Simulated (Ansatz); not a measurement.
Si (diamond, Fd-3m), the program Ansatz at the PBEsol level (PAW). The conduction-band minimum lies on the Γ–X line, 84 % of the way from Γ, with 6 equivalent valleys. Second derivatives d²E/dk² of the lowest band at one valley (eV·Å²), along Cartesian directions:

```json
[
 {"direction": "[100]", "d²E/dk²": "8.038"},
 {"direction": "[010]", "d²E/dk²": "40.38"},
 {"direction": "[001]", "d²E/dk²": "40.38"},
 {"direction": "[110]", "d²E/dk²": "24.21"},
 {"direction": "[101]", "d²E/dk²": "24.21"},
 {"direction": "[011]", "d²E/dk²": "40.18"}
]
```

Find the principal effective masses, the density-of-states mass and the conductivity mass.

Off-diagonal terms follow from H_xy = H[110] − (H_xx + H_yy)/2, and m*/mₑ = 7.620 eV·Å² over each eigenvalue: 0.19, 0.19, 0.95. One valley's DOS mass (m₁m₂m₃)^(1/3) = 0.32, conductivity mass 3/(Σ 1/mᵢ) = 0.26 mₑ.

What effective density of states Nc follows at 300 K for parabolic valleys?

Nc = 2.509e19 × 6 × (0.32)^(3/2) ≈ 2.7e19 cm⁻³.

With the computed static dielectric constant 13.3 (mean of the diagonal), estimate a hydrogenic donor's binding energy and radius.

E = 13.606 eV × 0.26/13.3² ≈ 20 meV; a = 0.529 Å × ε/m* ≈ 27 Å. Semilocal masses tend to be too small when the gap is underestimated.

Symmetry was held in the PBEsol relaxation.

Potentials: the earlier of the program's two PAW sets. The files were generated under PBE; for other functionals the program regenerates the frozen cores, and for LDA and PBEsol the local potential too.
